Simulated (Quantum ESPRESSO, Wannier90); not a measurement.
## SnSe2 (CdI2 type): Wannier90 run

```
begin unit_cell_cart
ang
    3.8419000005    0.0000000000    0.0000000000
   -1.9209500003    3.3271829992    0.0000000000
    0.0000000000    0.0000000000    6.4858800000
end unit_cell_cart
begin atoms_frac
Sn   0.0000000000  0.0000000000  0.0000000000
Se  -0.3333333333  0.3333333333 -0.2429000000
Se   0.3333333333 -0.3333333333  0.2429000000
end atoms_frac
```

Materials Project entry mp-665; symmetrised, unrelaxed at this level. COD (Crystallography Open Database) has the formula in 2 space groups, this one among them (matched by group alone). Computed values, not measurements, from LDA: Quantum ESPRESSO (norm-conserving PseudoDojo potentials, cutoff 69 Ry, no spin polarisation, no spin-orbit coupling) on a Γ-centred 6×6×4 mesh, then Wannier90. Density: 12×12×6 mesh, Gaussian smearing 0.01 Ry. The cell is built of weakly bound layers, chains or molecules, whose nearest atoms lie 4.01 Å apart. Database cells relaxed without dispersion often hold them too far apart, which can enlarge gaps and weakens couplings between them; spacing and stacking were not compared with the measured crystal. Spin-orbit coupling is left out although heavy elements are present.

Band 18 is isolated and gives one Wannier function a cell (Sn1 5s 51 %, Se2 4p 17 %, Se3 4p 17 %; spread 4.84 Å²). Its on-site energy is ε = -6.617 eV relative to the valence-band maximum, and its hoppings t(R) = t(−R) to the nearer images are (images within this range that aren't listed have |t| under 5 meV):

```json
[
 {"R (lattice vectors; −R alike)": "0 1 0", "distance (Å)": "3.84", "t (eV)": "0.201"},
 {"R (lattice vectors; −R alike)": "1 0 0", "distance (Å)": "3.84", "t (eV)": "0.201"},
 {"R (lattice vectors; −R alike)": "1 1 0", "distance (Å)": "3.84", "t (eV)": "0.201"},
 {"R (lattice vectors; −R alike)": "0 0 1", "distance (Å)": "6.49", "t (eV)": "-0.021"},
 {"R (lattice vectors; −R alike)": "1 -1 0", "distance (Å)": "6.65", "t (eV)": "-0.025"},
 {"R (lattice vectors; −R alike)": "1 2 0", "distance (Å)": "6.65", "t (eV)": "-0.025"},
 {"R (lattice vectors; −R alike)": "2 1 0", "distance (Å)": "6.65", "t (eV)": "-0.025"}
]
```

### Question
Work out the band energy at Γ, M, K, A from these numbers.

### Answer
For one orbital E(k) = ε + Σ_R 2 t(R) cos(2π k·R), the sum over the listed R.
- Γ, k = (0.000, 0.000, 0.000): E = -6.617 + (0.201)·(6.00) + (-0.021)·(2.00) + (-0.025)·(6.00) = -5.60 eV; pw.x: -6.01 eV
- M, k = (0.500, 0.000, 0.000): E = -6.617 + (0.201)·(-2.00) + (-0.021)·(2.00) + (-0.025)·(-2.00) = -7.01 eV; pw.x: -7.12 eV
- K, k = (0.333, 0.333, 0.000): E = -6.617 + (0.201)·(-3.00) + (-0.021)·(2.00) + (-0.025)·(6.00) = -7.41 eV; pw.x: -7.31 eV
- A, k = (0.000, 0.000, 0.500): E = -6.617 + (0.201)·(6.00) + (-0.021)·(-2.00) + (-0.025)·(6.00) = -5.52 eV; pw.x: -5.42 eV

At these points the listed shells miss the plane-wave band by up to 0.41 eV, of a width of 1.89 eV on the path. With all its hoppings the model misses the band by 9.6 meV at worst on the whole path, so most of the miss comes from the hoppings not listed.
